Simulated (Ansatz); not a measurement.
Values for one crystal, relaxed and computed with PBEsol in the plane-wave PAW code Ansatz; other levels are named.

| Item | Result |
|---|---|
| Volume per atom | 31.77 Å³ |
| Band gap | 0.41 eV (direct) |
| Elastic constants (relaxed ions, GPa) | C11 = 84.8, C12 = 31.5, C13 = 26.8, C14 = -6.9, C33 = 90.6, C44 = 21.7 |
| Electronic dielectric constant ε∞ (DFPT) | 14.9 (xx = yy), 14.7 (zz) |
| Hole effective mass, band 2 of 2 at the edge | 0.026 along x, 0.83 along z (mₑ) |
| Zone-centre stability | no imaginary mode at Γ |
| Conduction-band minimum | at Γ |

### Question
Which of these materials gives this?
A) AlInSb2, R3m (Al on 3a, In on 3a, Sb on 3a, Sb on 3a)
B) Rb2LiInCl6, Fm-3m (Rb on 8c, Li on 4b, In on 4a, Cl on 24e)
C) AlN, P6_3mc (Al on 2a, Al on 2b, N on 2a, N on 2b)
D) ZnHgS2, R3m (Zn on 3a, Hg on 3a, S on 3a, S on 3a)

### Answer
A, AlInSb2, R3m (Al on 3a, In on 3a, Sb on 3a, Sb on 3a)

The workflow started from a Materials Project entry (that database holds measured and hypothetical structures alike); the Crystallography Open Database copy checked does not list it. With Al and In taken as one species the cell has the higher symmetry F-43m, so it may be an ordered model of a mixed-site phase. Its standing as an ambient phase is unchecked. The cell was relaxed with PBEsol under the symmetry of its start. Spin–orbit coupling is left out wherever it is not named.

Potentials: the later of the program's two PAW sets.
